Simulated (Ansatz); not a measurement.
**KAs4ClO6: checking a database structure before trusting its electric field gradients**

The cell is an entry of the Crystallography Open Database (COD).

```yaml
crystal:
  lattice:
    - [5.22550, 0.00000, 0.00000]
    - [-2.61275, 4.52542, 0.00000]
    - [0.00000, 0.00000, 8.84790]
  atoms:
    - { symbol: K, position: [0.00000, 0.00000, 0.00000] }
    - { symbol: As, position: [0.33333, 0.66667, 0.29528] }
    - { symbol: As, position: [0.66667, 0.33333, 0.29528] }
    - { symbol: As, position: [0.33333, 0.66667, 0.70472] }
    - { symbol: As, position: [0.66667, 0.33333, 0.70472] }
    - { symbol: Cl, position: [0.00000, 0.00000, 0.50000] }
    - { symbol: O, position: [0.50000, 0.50000, 0.18610] }
    - { symbol: O, position: [0.00000, 0.50000, 0.18610] }
    - { symbol: O, position: [0.50000, 0.00000, 0.18610] }
    - { symbol: O, position: [0.50000, 0.50000, 0.81390] }
    - { symbol: O, position: [0.50000, 0.00000, 0.81390] }
    - { symbol: O, position: [0.00000, 0.50000, 0.81390] }
```

Sites (sets of like atoms) are named by element and the number of their first atom in this list.

Method: Kohn–Sham DFT in Ansatz, PBE, plane waves and PAW (field gradients read without the response of the frozen cores, which leaves them typically 4 to 6 % off), scalar-relativistic, 420 eV cutoff, Γ-centred 5×5×3 k-points, Fermi–Dirac smearing 0.02 eV.

Q: Do the atoms and the cell lie near the calculated equilibrium?

A: Not quite. The largest force is 1.3 eV/Å, on atom 2 (As: 3 O at 1.79 Å), and the pressure is 5.8 GPa. Relaxing the atoms is still advisable, since electric field gradients respond to shifts of a few hundredths of an ångström.
